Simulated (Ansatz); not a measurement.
Values for one crystal, relaxed and computed with r²SCAN (plane waves, PAW; program Ansatz); other levels are named.

- Volume per atom = 24.11 Å³
- Electronic character = metallic (no gap)
- Density of states at the Fermi level = 0.53 states/eV per atom (mean over ±0.08 eV)
- Formation energy from the elements (no fitted shifts) = -0.81 eV/atom

Problem. Which of these materials gives this?
A) Mn3Si, P4/mmm (Mn on 2g, Mn on 1c, Si on 1d)
B) Y20Si12C, P2/m (Pearson symbol mP33)
C) LaSiRu, P4/nmm (Si on 2c, La on 2c, Ru on 2a)
D) Nb2SnC, P6_3/mmc (Nb on 4f, Sn on 2d, C on 2a)

Solution. B, Y20Si12C, P2/m (Pearson symbol mP33)

The workflow started from a Materials Project entry (that database holds measured and hypothetical structures alike); the Crystallography Open Database copy checked does not list it. Whether it is the stable phase at ambient conditions was not checked. Symmetry was held in the r²SCAN relaxation; whether a distortion lowers the energy is not shown. The run is not spin-polarised. The references are the lowest solids computed at this level, not always the standard phases. Spin–orbit coupling is left out wherever it is not named.

Potentials: the later of the program's two PAW sets.
